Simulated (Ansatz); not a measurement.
CdSe (zinc blende, F-43m), plane-wave PAW PBE (Ansatz code), all energies at zero smearing, with the estimated change up to a 700 eV cutoff added, with one set of potentials and settings (totals compare only within such a set). Cell of 2 atoms (1 Se, 1 Cd): -13724.799 eV.

```csv
element,reference phase,E (eV/atom)
Se,"P3_121, 3 atoms in the cell",-5469.0798
Cd,"P6_3/mmc, 2 atoms in the cell",-8254.4547
```

Formation energy per atom, worked out: (-13724.799 − 1×(-5469.0798) − 1×(-8254.4547))/2 = -0.632 eV/atom (-61 kJ per mol of atoms), at 0 K, without zero-point energy or fitted corrections.

The cell was relaxed with PBE under the symmetry of its start. The references are the lowest solids computed at this level, not always the standard phases.

Potentials: the later of the program's two PAW sets.
